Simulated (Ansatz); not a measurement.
The cell comes from COD entry 1510042, which wasn't checked; take it as a given geometry.

TlAg3Te2: DFT, PBE, PAW with Ansatz's default frozen-core files, scalar-relativistic (Ansatz 0.2.0).

Command: `ansatz run input.yaml --threads 2 --pin off --max-ram 6144MiB --backend cpu --events-out ev --progress --plain --runs-dir out` The run took 48 s on 2 threads of Arm Neoverse V2 (shared host), peak memory 1 GiB.

```yaml
crystal:
  lattice:
    - [2.3, -7.725, 0.0]
    - [2.3, 7.725, 0.0]
    - [0.0, 0.0, 4.76]
  atoms:
    - { symbol: Tl, position: [0.0, 0.0, 0.0] }
    - { symbol: Ag, position: [0.5, 0.5, 0.5] }
    - { symbol: Ag, position: [0.315, 0.685, 0.0] }
    - { symbol: Ag, position: [0.685, 0.315, 0.0] }
    - { symbol: Te, position: [0.125, 0.875, 0.5] }
    - { symbol: Te, position: [0.875, 0.125, 0.5] }
kpoints:
  mp_grid: { grid: [7, 7, 7] }
  band_path:
    path:
      - [0.0, 0.0, 0.0]
      - [-0.5, 0.5, 0.0]
      - [-0.2721614772, 0.7278385228, 0.0]
      - [0.2721614772, 0.2721614772, 0.0]
      - [0.0, 0.0, 0.0]
      - [0.0, 0.0, 0.5]
      - [0.2721614772, 0.2721614772, 0.5]
      - [-0.2721614772, 0.7278385228, 0.5]
      - [-0.5, 0.5, 0.5]
    npoints: 14
scf:
  occupations: { method: fermi_dirac, width: 0.03 }
hamiltonian:
  xc: pbe
  pseudopotentials: { kind: paw }
output:
  forces: true
  stress: true
  eigenvalues: true
  efg: { contact_densities: true }
  populations: true
  bader: true
  dos: { projected: true, de: 0.2, e_range: [-14, 8] }
  write_density: true
  write_potential: true
  elf: true
  volumetric_format: npy
```

Output:

```
Ag, Te, Tl: output.efg is read without spin–orbit coupling, which moves field gradients at and beside such atoms by some per cent and up to a factor of two; PAW files take it under magnetization.noncollinear and magnetization.spin_orbit
Engine: ansatz 0.2.0
Pseudopotentials: kind: paw
Pseudopotential: Tl, paw, valence charge 13, recommended cutoff 420 eV (normal)
Pseudopotential: Ag, paw, valence charge 19, recommended cutoff 420 eV (normal)
Pseudopotential: Te, paw, valence charge 16, recommended cutoff 420 eV (normal)
Functional definition: PBE
  parameter kappa = 0.804
  parameter beta = 0.06672455060314922
  exchange = pbe_x(kappa = kappa, mu = beta*pi^2/3)
  correlation = pbe_c(beta = beta)
Crystal: 6 atoms, lattice volume = 169.147 Å³
Basis set: ecut = 420 eV, 3293 PW (Γ), exchange–correlation on 108×108×64 points (8 copies of the dense FFT grid, shifted against one another)
Bands: 62, of which v1, the nominal top of the filled ones, is band 51 counted from 1 (50 counted from 0)
Symmetry: 8 space group operations
Space group: Cmmm (ITA 65), of the structure as read, at distance tolerance 5.5e-5 Å
k-points: 64 of 343
Non-local potential: Tl, projectors of the file, l = 0: 2, l = 1: 2, l = 2: 2, l = 3: 1
Non-local potential: Ag, projectors of the file, l = 0: 3, l = 1: 2, l = 2: 2, l = 3: 1
Non-local potential: Te, projectors of the file, l = 0: 2, l = 1: 2, l = 2: 2, l = 3: 2
PAW form: soft (Blöchl's): semilocal exchange-correlation on the pseudo side does not see the compensation charge
PAW one-centre angular grid: Tl, 590 points (default); XC on 64 Gauss nodes
PAW one-centre angular grid: Ag, 590 points (default); XC on 64 Gauss nodes
PAW one-centre angular grid: Te, 590 points (default); XC on 64 Gauss nodes
Initial density: superposition of atomic densities (neutral atoms: chi_scale 0, normalization atom), corrected by the library's trained network
Initial wavefunctions: pseudopotential atomic-orbital guess
Functional: x = pbe(κ = 0.804, μ = 0.2195149727645171), c = pbe(β = 0.06672455060314922)
SCF iter   1: F=—  HF=-48174.103141 eV  |F-HF|=—  |Δ(HF+E_count)|=         —  Δρ=2.42e-3  dr2=3.20e-2  ethr=1.77e-3  ⟨swp⟩=6.4  Hψ=14602  notcnv=0  defer=45
preconditioner: auto → LDOS  [metal: Δε(μ)=0.006 eV  Ē_g=9.370 eV  σ=0.030 eV  W_gap=0.05  n_scr=44 (ndim 8)  ℏωp=21.7 eV  f_vac=0.010  D(μ)=3.58/eV (n_scr^D=26)  β→1.0]
SCF iter   2: F=—  HF=-48174.099280 eV  |F-HF|=—  |Δ(HF+E_count)|=   3.86e-3  Δρ=1.48e-3  dr2=6.48e-3  ethr=3.14e-5  ⟨swp⟩=2.9  Hψ=7134  notcnv=0  defer=259
preconditioner: auto → Kerker (q_TF=auto, 2.508 Å⁻¹)  [metal: Δε(μ)=0.009 eV  Ē_g=9.378 eV  σ=0.030 eV  W_gap=0.07  n_scr=44 (ndim 8)  ℏωp=21.7 eV  f_vac=0.010  D(μ)=3.98/eV (n_scr^D=26)  β→0.5]
SCF iter   3: F=—  HF=-48174.098121 eV  |F-HF|=—  |Δ(HF+E_count)|=   1.16e-3  Δρ=4.70e-4  dr2=8.53e-4  ethr=6.35e-6  ⟨swp⟩=2.2  Hψ=5320  notcnv=0  defer=259
SCF iter   4: F=—  HF=-48174.098047 eV  |F-HF|=—  |Δ(HF+E_count)|=   7.44e-5  Δρ=2.15e-4  dr2=1.27e-4  ethr=8.36e-7  ⟨swp⟩=2.2  Hψ=5140  notcnv=0  defer=259
SCF iter   5: F=—  HF=-48174.098032 eV  |F-HF|=—  |Δ(HF+E_count)|=   1.46e-5  Δρ=6.37e-5  dr2=1.62e-5  ethr=1.25e-7  ⟨swp⟩=2.0  Hψ=4996  notcnv=0  defer=259
SCF iter   6: F=—  HF=-48174.098095 eV  |F-HF|=—  |Δ(HF+E_count)|=   6.31e-5  Δρ=2.09e-5  dr2=2.13e-6  ethr=1.58e-8  ⟨swp⟩=2.0  Hψ=5146  notcnv=0  defer=259
SCF iter   7: F=—  HF=-48174.098095 eV  |F-HF|=—  |Δ(HF+E_count)|=   7.24e-8  Δρ=7.98e-6  dr2=3.35e-7  ethr=2.09e-9  ⟨swp⟩=2.3  Hψ=4862  notcnv=0  defer=259
SCF iter   8: F=-48174.098095 eV  HF=-48174.098095 eV  |F-HF|=9.65e-9  |Δ(HF+E_count)|=   1.07e-9  Δρ=3.89e-6  dr2=4.95e-8  ethr=9.80e-11  ⟨swp⟩=14.7  Hψ=28767  notcnv=0
SCF 1 converged in 8 iterations: F = -48174.098095 eV  dr2 = 4.95e-8
  greatest PAW one-centre occupation: 1.000 electrons in one spin orbital (limit 2), on the Ag atom at site 1 (counted from 0), in its partial waves of l = 0
NSCF: frozen V_eff on 113 k-points
SCF converged after 8 iterations
Free energy (F): -48174.098095 eV
Harris-Foulkes:  -48174.098095 eV  (|F-HF|=9.65e-9)
Internal energy: -48174.086647 eV  (E = F + TS)
E sigma→0 (E₀):  -48174.092371 eV
Entropy (-TS):   -0.011448 eV (-1.908 meV/atom)
Fermi energy:    9.773618 eV
--- Per-component energies (eV) ---
  E_band       = -1580.289063
  E_kinetic    = 2273.173454
  E_local      = -12319.537060  (includes V_loc(G=0)·N_el)
  E_nonlocal   = -57.100546
  E_hartree    = 5922.862401
  E_xc         = -1027.853849
  E_vxc        = -1046.567935  (∫ρ·V_xc dr)
  E_paw        = -31200.357878  (= ΣΔE_a)
  E_vpaw       = -2275.975899  (= ΣTr[D̂ρ^β])
  E_aug_tail   = 0.000603  (compensation charges beyond the density's cutoff)
  E_ewald      = -11765.273773
  E_smearing   = -0.011448  (= −TS)
  E_closure    = -0.000000  (closes the sum)
  Σ components = -48174.098095   (vs F -48174.098095, Δ=0.00e0)
--- Forces (eV/Å), atoms counted from 1 ---
  atom   1  Tl     0.00000000     0.00000000     0.00000000
  atom   2  Ag     0.00000000     0.00000000     0.00000000
  atom   3  Ag     0.00000000     0.22337554     0.00000000
  atom   4  Ag     0.00000000    -0.22337554     0.00000000
  atom   5  Te     0.00000000    -1.37387927     0.00000000
  atom   6  Te     0.00000000     1.37387927     0.00000000
  max |Σ_I F_I| component: 2.22e-16 eV/Å
--- Stress (GPa, compression-positive) ---
       -5.283836       0.000000       0.000000
        0.000000      -0.042585       0.000000
        0.000000       0.000000       0.271751
  P = ⅓ Tr σ = -1.6849 GPa (-16.849 kbar)
--- PAW observables at the nuclei: V_zz in 10²¹ V/m², potentials from the cell's mean, atoms counted from 1 ---
  atom   1  Tl V_zz =   +19.169033   η = 0.5835   by run symmetry: allowed
            electrostatic potential = -17132.534418 V   contact ρ = 15283774.394023 e/Å³
  atom   2  Ag V_zz =    +7.324531   η = 0.0916   by run symmetry: allowed
            electrostatic potential = -7476.381074 V   contact ρ = 948388.392195 e/Å³
  atom   3  Ag V_zz =    +1.562601   η = 0.1444   by run symmetry: allowed
            electrostatic potential = -7476.873792 V   contact ρ = 948378.653422 e/Å³
  atom   4  Ag V_zz =    +1.562601   η = 0.1444   by run symmetry: allowed
            electrostatic potential = -7476.873792 V   contact ρ = 948378.653422 e/Å³
  atom   5  Te V_zz =   -16.427131   η = 0.1971   by run symmetry: allowed
            electrostatic potential = -8648.795819 V   contact ρ = 1468763.285806 e/Å³
  atom   6  Te V_zz =   -16.427131   η = 0.1971   by run symmetry: allowed
            electrostatic potential = -8648.795819 V   contact ρ = 1468763.285806 e/Å³
--- Band table (eV; the first three rows and the last of 64) ---
  k-point 0: bands = ["-81.9868", "-81.4362", "-81.4337", "-45.4949", "-45.4940", "-45.4526", "-44.9653", "-44.9590", "-44.9484", "-44.9359", "-44.9142", "-44.9107", "-26.9454", "-26.9452", "-26.9413", "-26.9412", "-26.9080", "-26.9072", "-26.9043", "-26.9041", "-26.8937", "-26.8901", "-2.1871", "-1.4297", "-1.3378", "-1.3242", "-1.2892", "-1.0589", "-0.9329", "3.5116", "5.0358", "5.1695", "5.4955", "5.6582", "5.6611", "5.7066", "5.8121", "5.9119", "6.0084", "6.0316", "6.3143", "6.3746", "6.3890", "6.3901", "6.5936", "7.0267", "7.5867", "8.0479", "9.0135", "9.0575", "9.1534", "9.9605", "10.2156", "12.3050", "12.5884", "13.2668", "13.2670", "14.3592", "15.7546", "15.7668", "16.8403", "17.0014"]
  k-point 1: bands = ["-81.9868", "-81.4362", "-81.4337", "-45.4949", "-45.4940", "-45.4526", "-44.9653", "-44.9590", "-44.9484", "-44.9359", "-44.9142", "-44.9107", "-26.9454", "-26.9452", "-26.9413", "-26.9412", "-26.9081", "-26.9072", "-26.9043", "-26.9041", "-26.8936", "-26.8901", "-2.0981", "-1.5986", "-1.3377", "-1.3190", "-1.2878", "-1.0729", "-0.7036", "3.4531", "4.9783", "5.0228", "5.4561", "5.6059", "5.6573", "5.6856", "5.7879", "5.8429", "5.9835", "5.9948", "6.2932", "6.3331", "6.3621", "6.3783", "6.4905", "6.7574", "8.1529", "8.1530", "8.7085", "9.2734", "9.2904", "9.4871", "10.9431", "11.7108", "13.2963", "13.5758", "13.8240", "14.3613", "15.3343", "15.5771", "16.4801", "16.6582"]
  k-point 2: bands = ["-81.9868", "-81.4362", "-81.4337", "-45.4950", "-45.4940", "-45.4526", "-44.9653", "-44.9590", "-44.9484", "-44.9359", "-44.9142", "-44.9107", "-26.9452", "-26.9451", "-26.9413", "-26.9413", "-26.9082", "-26.9072", "-26.9043", "-26.9041", "-26.8936", "-26.8900", "-1.8579", "-1.8109", "-1.3374", "-1.3079", "-1.2847", "-1.1305", "-0.3440", "3.1323", "4.7131", "4.9926", "5.3242", "5.5033", "5.6180", "5.6506", "5.7121", "5.7711", "5.9537", "5.9667", "6.2180", "6.3373", "6.3699", "6.3920", "6.5641", "6.7835", "7.3952", "8.4035", "8.4528", "9.3802", "9.5654", "10.0396", "11.9045", "11.9232", "13.2522", "13.6323", "14.2440", "14.5371", "15.4596", "15.6357", "16.0097", "16.0452"]
  k-point 63: bands = ["-81.9868", "-81.4362", "-81.4337", "-45.4950", "-45.4940", "-45.4526", "-44.9653", "-44.9590", "-44.9484", "-44.9359", "-44.9142", "-44.9108", "-26.9451", "-26.9451", "-26.9414", "-26.9413", "-26.9082", "-26.9072", "-26.9047", "-26.9038", "-26.8934", "-26.8902", "-1.9593", "-1.4947", "-1.3372", "-1.3019", "-1.2822", "-1.2274", "-0.2212", "2.8238", "4.8421", "4.9801", "5.0174", "5.3934", "5.6147", "5.6833", "5.7099", "5.7566", "5.7756", "5.9084", "6.3085", "6.3199", "6.4029", "6.4552", "6.6150", "6.7361", "6.9701", "8.2703", "8.5266", "9.4631", "10.0135", "10.5074", "11.7549", "12.5883", "12.7302", "13.0524", "14.3249", "14.9372", "14.9731", "15.5514", "15.9112", "16.5054"]
--- Löwdin populations: 6 sites ---
  site symbol       q [e]
     0     Tl     13.5410
     1     Ag     18.4387
     2     Ag     18.6434
     3     Ag     18.6434
     4     Te     16.2068
     5     Te     16.2068
  spilling = 0.003137 (of n_electrons = 102.000000)
--- Bader charges: 6 sites ---
  site symbol  charge [e]  shift [e]
     0     Tl      0.2367     0.0000
     1     Ag      0.0965     0.0000
     2     Ag      0.1439     0.0000
     3     Ag      0.1439     0.0000
     4     Te     -0.3105     0.0000
     5     Te     -0.3105     0.0000
  estimated error of the sums over rays = 5.4e-4 e
```

populations.tsv:

```
# site	symbol	l	j	q
# orbitals = lowdin
# n_electrons = 102.000000
# spilling = 0.003137
0	Tl	0_6S	-	1.775510
0	Tl	1_6P	-	1.784077
0	Tl	2_5D	-	9.981411
1	Ag	0_4S	-	1.990184
1	Ag	0_5S	-	0.596864
1	Ag	1_4P	-	5.996938
1	Ag	2_4D	-	9.854761
2	Ag	0_4S	-	1.996280
2	Ag	0_5S	-	0.724019
2	Ag	1_4P	-	5.998308
2	Ag	2_4D	-	9.924749
3	Ag	0_4S	-	1.996280
3	Ag	0_5S	-	0.724019
3	Ag	1_4P	-	5.998308
3	Ag	2_4D	-	9.924749
4	Te	0_5S	-	1.852000
4	Te	1_5P	-	4.355931
4	Te	2_4D	-	9.998832
5	Te	0_5S	-	1.852000
5	Te	1_5P	-	4.355931
5	Te	2_4D	-	9.998832
```

bader_charges.tsv:

```
# site	symbol	x_ang	y_ang	z_ang	partial_charge_e	electrons	volume_ang3	relative_density_drop	shared_charge_e	partial_wave_shift_e
# quadrature_error_electrons = 5.4e-4
0	Tl	0.0000	0.0000	0.0000	0.23669	80.76331	26.19	-	0.23669	0.00000
1	Ag	2.3000	0.0000	2.3800	0.09650	46.90350	22.42	-	0.09650	0.00000
2	Ag	2.3000	2.8583	0.0000	0.14394	46.85606	25.92	-	0.14394	0.00000
3	Ag	2.3000	-2.8583	0.0000	0.14394	46.85606	25.92	-	0.14394	0.00000
4	Te	2.3000	5.7937	2.3800	-0.31054	52.31054	34.35	-	-0.31054	0.00000
5	Te	2.3000	-5.7937	2.3800	-0.31053	52.31053	34.35	-	-0.31053	0.00000
```
